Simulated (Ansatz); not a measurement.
A structure of Zn₃P₂ relaxed with r2SCAN (plane waves to 500 eV, PAW, scalar-relativistic; Ansatz, a quantum-chemistry and plane-wave program); single points at other levels follow on the same geometry (Ansatz, PAW; HSE06 at 420 eV on a 3×3×3 k-mesh; no spin-orbit coupling). Space group Ia-3 (No. 206).

```
Zn3P2
1.0
   -5.67189     5.67189     5.67189
    5.67189    -5.67189     5.67189
    5.67189     5.67189    -5.67189
P Zn
16 24
Direct
  0.50000   0.50000   0.50000
  0.50000   0.00000   0.00000
  0.00000   0.00000   0.50000
  0.00000   0.50000   0.00000
  0.25000   0.74097   0.49097
  0.75000   0.75903   0.00903
  0.49097   0.25000   0.74097
  0.00903   0.75000   0.75903
  0.74097   0.49097   0.25000
  0.75903   0.00903   0.75000
  0.75000   0.25903   0.50903
  0.25000   0.24097   0.99097
  0.50903   0.75000   0.25903
  0.99097   0.25000   0.24097
  0.25903   0.50903   0.75000
  0.24097   0.99097   0.25000
  0.50970   0.76280   0.53528
  0.72753   0.97443   0.96472
  0.77247   0.73720   0.24690
  0.99030   0.52557   0.25310
  0.53528   0.50970   0.76280
  0.96472   0.72753   0.97443
  0.24690   0.77247   0.73720
  0.25310   0.99030   0.52557
  0.76280   0.53528   0.50970
  0.97443   0.96472   0.72753
  0.73720   0.24690   0.77247
  0.52557   0.25310   0.99030
  0.49030   0.23720   0.46472
  0.27247   0.02557   0.03528
  0.22753   0.26280   0.75310
  0.00970   0.47443   0.74690
  0.46472   0.49030   0.23720
  0.03528   0.27247   0.02557
  0.75310   0.22753   0.26280
  0.74690   0.00970   0.47443
  0.23720   0.46472   0.49030
  0.02557   0.03528   0.27247
  0.26280   0.75310   0.22753
  0.47443   0.74690   0.00970
```

```
level   gap (eV)    kind  conduction minimum
------  --------  ------  ------------------
r2SCAN      0.62  direct                   Γ
HSE06          …       –                   …
```

Task: Fill in the missing entries.

Result: 
- HSE06, gap (eV): 1.12
- HSE06, conduction minimum: Γ

For this cell size the semilocal gaps come from the SCF mesh and high-symmetry points. No spin polarisation in the result.

The run could not lose the symmetry of its start.

The first start was generated by placing the elements on the sites of a structure type. Materials Project lists a structure of Zn3P2 in the same space group, Ia-3 (No. 206); the sites were not compared with it, nor with measured phases.
